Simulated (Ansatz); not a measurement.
Cs$_{2}$NaBiF$_{6}$:
```xyz
10
Lattice="0.0000 4.4638 4.4638 4.4638 0.0000 4.4638 4.4638 4.4638 0.0000" Properties=species:S:1:pos:R:3 pbc="T T T"
Cs     2.2319     2.2319     2.2319
Cs     6.6957     6.6957     6.6957
Na     4.4638     4.4638     4.4638
Bi     0.0000     0.0000     0.0000
F      4.4638     4.4638     2.2364
F      4.4638     4.4638     6.6912
F      2.2364     4.4638     4.4638
F      6.6912     4.4638     4.4638
F      4.4638     2.2364     4.4638
F      4.4638     6.6912     4.4638
```

Relaxed with LDA.

Problem. Give the optical modes at the zone centre with their infrared and Raman activity from DFPT, LDA in the plane-wave PAW code Ansatz.

Solution. Transverse frequencies, without the LO–TO term; a row sums one degenerate level.

| ω (cm⁻¹) | degeneracy | IR ((D/Å)²/amu) | Raman (Å⁴/amu) | activity | symmetry |
|---|---|---|---|---|---|
| 44 | 3 | 0.00 | 0 | silent | T1g |
| 66 | 3 | 0.00 | 3.0 | Raman | T2g |
| 75 | 3 | 3.75 | 0 | IR | T1u |
| 97 | 3 | 0.00 | 0 | silent | T2u |
| 106 | 3 | 10.18 | 0 | IR | T1u |
| 161 | 3 | 0.00 | 12 | Raman | T2g |
| 226 | 3 | 1.22 | 0 | IR | T1u |
| 328 | 3 | 36.31 | 0 | IR | T1u |
| 377 | 2 | 0.00 | 2.2 | Raman | Eg |
| 472 | 1 | 0.00 | 37 | Raman | A1g |

Problem. How high does the top mode go among those that the LO–TO term moves?

Solution. 415 cm⁻¹ for q along x.

Space group Fm-3m. The first step of the workflow began from a Materials Project structure, measured or hypothetical; the Crystallography Open Database files this formula in space group No. 225, but the cells were not matched. Whether it is the stable phase at ambient conditions was not checked. Symmetry was held in the LDA relaxation; of distortions, only those at the zone centre were tested. Spin–orbit coupling is left out wherever it is not named.

Potentials: the later of the program's two PAW sets.
